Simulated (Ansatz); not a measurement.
Relaxed-ion elastic tensor of SrTaO$_{3}$ (cubic perovskite, Pm-3m) in GPa (Voigt order), PBEsol in the plane-wave PAW code Ansatz; density 8.11 g/cm³, 12.97 Å³ per atom.

```
 409  92.7  92.7   0.0   0.0   0.0
92.7   409  92.7   0.0   0.0   0.0
92.7  92.7   409   0.0   0.0   0.0
 0.0   0.0   0.0  52.1   0.0   0.0
 0.0   0.0   0.0   0.0  52.1   0.0
 0.0   0.0   0.0   0.0   0.0  52.1
```

**Question.** Is the crystal mechanically stable?

**Answer.** Yes: the smallest eigenvalue of C is 52.1 GPa.

**Question.** Work out the Voigt, Reuss and Hill averages.

**Answer.** K_V = 198, K_R = 198, K_H = 198; G_V = 94.6, G_R = 71.2, G_H = 82.9 GPa.

**Question.** Give Young's modulus, Poisson's ratio, Pugh's ratio and the universal anisotropy index.

**Answer.** E = 9KG/(3K + G) = 218 GPa; ν = 0.32; K/G = 2.39 (ductile by the Pugh limit of 1.75); A_U = 5G_V/G_R + K_V/K_R − 6 = 1.64.

**Question.** Estimate the sound speeds and the Debye temperature.

**Answer.** v_l = √((K + 4G/3)/ρ) = 6170 m/s, v_t = √(G/ρ) = 3200 m/s, mean 3580 m/s; Θ = (h/k)(3n/4πV)^(1/3) v_m = 454 K.

**Question.** Give the Zener ratio and Young's modulus along [100], [110] and [111].

**Answer.** A = 2C44/(C11 − C12) = 0.33; 1/E = S11 − 2(S11 − S12 − S44/2)Γ with Γ = 0, 1/4, 1/3 gives 375, 170, 144 GPa.

**Question.** Solve the Christoffel equation for the three sound speeds along [100], [110], [111].

**Answer.** Eigenvalues of C_ijkl n_j n_l equal ρv². In km/s, slowest first: [100] 2.54, 2.54, 7.11; [110] 2.54, 4.42, 6.12; [111] 3.89, 3.89, 5.75.

The first step of the workflow began from a Materials Project structure, measured or hypothetical; the Crystallography Open Database copy checked does not list it. Its standing as an ambient phase is unchecked. Symmetry was held in the PBEsol relaxation; its stability against distortions is not shown here. The run is not spin-polarised. With an odd number of electrons in the cell and no spin polarisation, the count alone makes it a metal. As this level gives no gap, shear constants depend on the k-mesh and smearing (Fermi–Dirac, 0.1 eV here). Scalar-relativistic: spin–orbit coupling is off unless named, which matters more the heavier the elements.

Potentials: the later of the program's two PAW sets.
